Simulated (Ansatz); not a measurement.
Al (fcc (Cu type), space group No. 225) under volume change, DFT-r²SCAN in the program Ansatz with PAW potentials, scaled uniformly.

```tsv
V (Å³/atom)	E − E(relaxed) (meV/atom)	P (GPa)
14.459	44.1	10.79
14.936	[?]	[?]
15.412	4.4	3.02
15.889	0.0	0.00
16.366	[?]	[?]
16.842	14.8	-4.69
17.319	31.4	-6.48
```

Problem. Fill in the missing entries.

Solution. 
- 16.366, E − E(relaxed) (meV/atom): 3.9
- 16.366, P (GPa): -2.55
- 14.936, E − E(relaxed) (meV/atom): 18.5
- 14.936, P (GPa): 6.58

Problem. What does a third-order Birch–Murnaghan fit give for V₀, B₀ and B′?

Solution. V₀ = 15.89 Å³/atom, B₀ = 91.9 GPa, B′ = 4.6.

Space group Fm-3m (fcc (Cu type)). The cell was relaxed with r²SCAN under the symmetry of its start.

Potentials: the earlier of the program's two PAW sets.
